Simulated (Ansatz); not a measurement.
SbSI in space group Pnma (No. 62; Sb on 4c, S on 4c, I on 4c), DFT-LDA in the program Ansatz with PAW potentials, all energies at zero smearing, with the estimated change up to a 700 eV cutoff added, with one set of potentials and settings (totals compare only within such a set). Cell of 12 atoms (4 Sb, 4 S, 4 I): -58248.892 eV.

| element | reference phase | E (eV/atom) |
|---|---|---|
| Sb | R-3m, 2 atoms in the cell | -6335.8223 |
| S | Fddd, 32 atoms in the cell | -869.4931 |
| I | Cmce, 4 atoms in the cell | -7355.8618 |

Formation energy per atom, worked out: (-58248.892 − 4×(-6335.8223) − 4×(-869.4931) − 4×(-7355.8618))/12 = -0.349 eV/atom (-34 kJ per mol of atoms), at 0 K, without zero-point energy or fitted corrections.

The workflow started from a Materials Project entry (that database holds measured and hypothetical structures alike); the Crystallography Open Database files this formula in space group No. 62, but the cells were not matched. Its standing as an ambient phase is unchecked. Symmetry was held in the LDA relaxation; its stability against distortions is not shown here. A crystal of weakly bound chains computed without a dispersion correction: the cell and the soft elastic constants depend strongly on that. The references are the lowest solids computed at this level, not always the standard phases. Scalar-relativistic: spin–orbit coupling is off unless named, which matters more the heavier the elements.

Potentials: the later of the program's two PAW sets.
